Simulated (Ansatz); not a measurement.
The lowest calculated structure of Sn and denser ones, each relaxed at zero pressure. Level of theory: r2SCAN (plane waves to 500 eV, PAW, scalar-relativistic; Ansatz, a program for electronic structure).

```
structure                                                 E − E(first row) (eV/atom)  V (Å³/atom)
--------------------------------------------------------  --------------------------  -----------
Fd-3m, cF8, diamond type                                                           0        35.40
P6/mmm, hP3                                                                     0.24        27.24
Pm-3m, cP1, AFLOW prototype A_cP1_221_a (A_h)                                   0.15        28.48
P6₃/mmc, hP2, hcp (Mg type)                                                     0.23        26.92
Im-3m, cI2, bcc (W type)                                                        0.25        26.83
I4₁/amd, tI4, AFLOW prototype A_tI4_141_a (A5, as in Sn)                        0.12        27.56
P6/mmm, hP1, AFLOW prototype A_hP1_191_a (A_f, as in Sn)                        0.13        27.59
```

Question: Estimate from H = E + PV, with the volumes held at these values, the pressure at which each denser structure becomes favourable. Which of these comes first?

Answer: The enthalpies cross at P = ΔE / (−ΔV); 1 eV/Å³ is 160.2 GPa.
- I4₁/amd, tI4, AFLOW prototype A_tI4_141_a (A5, as in Sn): 0.12 / (35.40 − 27.56) × 160.2 ≈ 2.5 GPa
- P6/mmm, hP1, AFLOW prototype A_hP1_191_a (A_f, as in Sn): 0.13 / (35.40 − 27.59) × 160.2 ≈ 2.7 GPa
- Pm-3m, cP1, AFLOW prototype A_cP1_221_a (A_h): 0.15 / (35.40 − 28.48) × 160.2 ≈ 3.5 GPa
- P6₃/mmc, hP2, hcp (Mg type): 0.23 / (35.40 − 26.92) × 160.2 ≈ 4.3 GPa
- Im-3m, cI2, bcc (W type): 0.25 / (35.40 − 26.83) × 160.2 ≈ 4.7 GPa
- P6/mmm, hP3: 0.24 / (35.40 − 27.24) × 160.2 ≈ 4.7 GPa

The estimate cannot separate I4₁/amd, tI4, AFLOW prototype A_tI4_141_a (A5, as in Sn) and P6/mmm, hP1, AFLOW prototype A_hP1_191_a (A_f, as in Sn), near 2.5 GPa. This leaves out the compression of both phases, so the common tangent of the full E(V) curves can lie elsewhere, the more so the higher the pressure; energy differences of these cells are good to about 0.01 eV/atom.

Probably no minimum, since a slightly shaken restart fell lower: P6/mmm, hP3 (by 0.11 eV/atom, to Cmmm). 2 runs with a doubtful electronic state, a coarser numerical grid, an end not at rest or a source that can't be used are left out. Each run could gain symmetry but not lose that of its start, so entries can be saddle points. From databases, or of a type measured for this composition: Fd-3m, cF8, diamond type; I4₁/amd, tI4, AFLOW prototype A_tI4_141_a (A5, as in Sn); the others are generated cells (placed on structure types, drawn at random, substituted or restacked) that were not matched to a known phase here. Energies are at zero temperature and pressure, without zero-point motion. No spin polarisation in the result.
